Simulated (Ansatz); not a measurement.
A geometry of I away from equilibrium: step 2 of the relaxation of a relaxed I cell, doubled along one cell vector, shaken by Gaussian noise of σ = 0.08 Å a coordinate. All values below come from PBE (plane waves to 420 eV, PAW, scalar-relativistic; Ansatz, a quantum-chemistry and plane-wave program). Γ-centred k-mesh 6×6×2 on the run's cell (coarser than for final values), Fermi–Dirac smearing 0.05 eV.

```
I
1.0
    4.45520    -0.00423    -0.00723
   -2.23127     3.85609    -0.00075
   -0.03032    -0.02116    18.78402
I
8
Direct
  0.99039   0.98501   0.00060
  0.01098   0.99848   0.50005
  0.02024   0.01342   0.25035
  0.01733   0.01519   0.75043
  0.30720   0.63672   0.12564
  0.33859   0.61891   0.62423
  0.67391   0.34371   0.37593
  0.64732   0.35994   0.87575
```

### Question
Which atoms carry the largest force, and which way does it point?

### Answer
0.46 eV/Å, on I8 (atoms numbered as listed); on I8 its components are (-0.16, 0.43, -0.01).

### Question
What is the pressure?

### Answer
-0.1 GPa, compression positive.

No spin polarisation in the result. Without a van der Waals term the distances between weakly bound units are poorly fixed.

The end of the path is a generated cell of I: the first start was made by placing the elements on the sites of a structure type, and the end was not matched to a known phase here, so it may be hypothetical. Known forms of I include space group No. 64.
